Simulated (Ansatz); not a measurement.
Computed with Ansatz 0.2.0, DFT r2SCAN, scalar-relativistic, plane waves, PAW.

Structure of ZrRh3:

```xyz
4
Lattice="3.9297 0.0000 0.0000 0.0000 3.9297 0.0000 0.0000 0.0000 3.9297" Properties=species:S:1:pos:R:3 pbc="T T T"
Zr    0.0000    0.0000    0.0000
Rh    0.0000    1.9648    1.9648
Rh    1.9648    0.0000    1.9648
Rh    1.9648    1.9648    0.0000
```

Cutoff 500 eV; k points 12×12×12 on the computed 4-atom cell (Γ-centred); Gaussian smearing, width 0.10 eV; no spin polarisation.

Levels along Γ–X–M–Γ–R–X | R–M, in eV from the Fermi level, sorted by energy at each point. Points in fractions of the primitive reciprocal vectors: Γ (0.000 0.000 0.000), X (0.000 0.500 0.000), M (0.500 0.500 0.000), R (0.500 0.500 0.500).
| point | k (1/Å, with 2π) | band 28 | band 29 | band 30 | band 31 | band 32 | band 33 | band 34 |
| --- | --- | --- | --- | --- | --- | --- | --- | --- |
| Γ | 0.000 | -0.36 | 0.63 | 1.16 | 1.16 | 1.16 | 3.96 | 3.96 |
| - | 0.114 | -0.35 | 0.58 | 0.96 | 0.96 | 1.16 | 3.38 | 3.88 |
| - | 0.228 | -0.34 | 0.43 | 0.47 | 0.47 | 1.16 | 2.57 | 3.56 |
| - | 0.343 | -0.33 | -0.16 | -0.16 | 0.19 | 1.16 | 1.62 | 3.11 |
| - | 0.457 | -0.79 | -0.79 | -0.40 | -0.04 | 0.66 | 1.16 | 2.62 |
| - | 0.571 | -1.19 | -1.19 | -0.67 | -0.23 | -0.11 | 1.16 | 2.19 |
| - | 0.685 | -1.20 | -1.20 | -0.97 | -0.91 | -0.10 | 1.16 | 1.87 |
| X | 0.799 | -1.18 | -1.17 | -1.17 | -1.09 | -0.10 | 1.16 | 1.75 |
| - | 0.914 | -1.51 | -1.17 | -1.08 | -0.85 | -0.18 | 0.99 | 1.87 |
| - | 1.028 | -1.75 | -1.17 | -1.05 | -0.57 | -0.39 | 0.64 | 2.07 |
| - | 1.142 | -1.97 | -1.16 | -1.04 | -0.66 | -0.40 | 0.25 | 2.23 |
| - | 1.256 | -2.20 | -1.14 | -1.11 | -0.97 | -0.40 | -0.12 | 2.33 |
| - | 1.371 | -2.18 | -1.28 | -1.27 | -1.11 | -0.61 | -0.43 | 2.40 |
| - | 1.485 | -1.89 | -1.54 | -1.46 | -1.07 | -0.98 | -0.64 | 2.44 |
| M | 1.599 | -1.65 | -1.55 | -1.55 | -1.34 | -1.06 | -0.72 | 2.45 |
| - | 1.760 | -1.94 | -1.51 | -1.42 | -1.12 | -0.75 | -0.56 | 2.52 |
| - | 1.922 | -1.81 | -1.36 | -1.31 | -1.00 | -0.17 | -0.10 | 2.69 |
| - | 2.083 | -1.53 | -1.23 | -1.13 | -0.53 | 0.25 | 0.37 | 2.54 |
| - | 2.245 | -0.86 | -0.75 | -0.62 | -0.06 | 0.63 | 0.92 | 2.87 |
| - | 2.406 | -0.42 | -0.24 | 0.09 | 0.34 | 0.92 | 2.02 | 3.12 |
| - | 2.568 | -0.37 | 0.51 | 0.79 | 0.83 | 1.10 | 3.22 | 3.48 |
| Γ | 2.729 | -0.36 | 0.63 | 1.16 | 1.16 | 1.16 | 3.96 | 3.96 |
| - | 2.927 | -0.42 | 0.46 | 0.65 | 0.65 | 1.07 | 3.02 | 3.48 |
| - | 3.125 | -0.59 | -0.46 | -0.46 | -0.10 | 0.95 | 1.59 | 3.13 |
| - | 3.323 | -1.59 | -0.87 | -0.78 | -0.78 | 0.43 | 0.88 | 2.59 |
| - | 3.521 | -1.86 | -1.62 | -1.04 | -1.04 | 0.00 | 0.82 | 2.28 |
| - | 3.719 | -1.68 | -1.10 | -1.01 | -1.01 | 0.47 | 0.78 | 2.28 |
| - | 3.916 | -1.77 | 0.00 | 0.00 | 0.23 | 0.75 | 1.31 | 2.12 |
| R | 4.114 | -1.79 | 0.74 | 0.74 | 0.74 | 1.00 | 1.75 | 1.75 |
| - | 4.276 | -1.75 | 0.17 | 0.23 | 0.48 | 0.72 | 1.38 | 2.02 |
| - | 4.437 | -1.64 | -0.89 | -0.61 | -0.32 | 0.54 | 0.66 | 2.29 |
| - | 4.599 | -1.73 | -1.62 | -1.29 | -1.00 | -0.12 | 0.58 | 2.46 |
| - | 4.760 | -1.52 | -1.48 | -1.41 | -1.26 | -0.21 | 0.52 | 2.47 |
| - | 4.922 | -1.72 | -1.30 | -1.15 | -0.74 | -0.34 | 0.60 | 2.17 |
| - | 5.083 | -1.62 | -1.20 | -1.08 | -0.71 | -0.28 | 0.89 | 1.87 |
| X | 5.245 | -1.18 | -1.17 | -1.17 | -1.09 | -0.10 | 1.16 | 1.75 |
| R | 5.245 | -1.79 | 0.74 | 0.74 | 0.74 | 1.00 | 1.75 | 1.75 |
| - | 5.359 | -1.76 | 0.46 | 0.46 | 0.69 | 0.70 | 1.49 | 1.99 |
| - | 5.473 | -1.67 | -0.07 | -0.07 | 0.08 | 0.54 | 0.89 | 2.38 |
| - | 5.587 | -1.54 | -0.66 | -0.66 | -0.64 | 0.21 | 0.31 | 2.70 |
| - | 5.702 | -1.38 | -1.35 | -1.22 | -1.22 | -0.42 | 0.02 | 2.79 |
| - | 5.816 | -2.00 | -1.59 | -1.59 | -1.23 | -0.93 | -0.29 | 2.64 |
| - | 5.930 | -1.77 | -1.58 | -1.58 | -1.24 | -1.10 | -0.58 | 2.50 |
| M | 6.044 | -1.65 | -1.55 | -1.55 | -1.34 | -1.06 | -0.72 | 2.45 |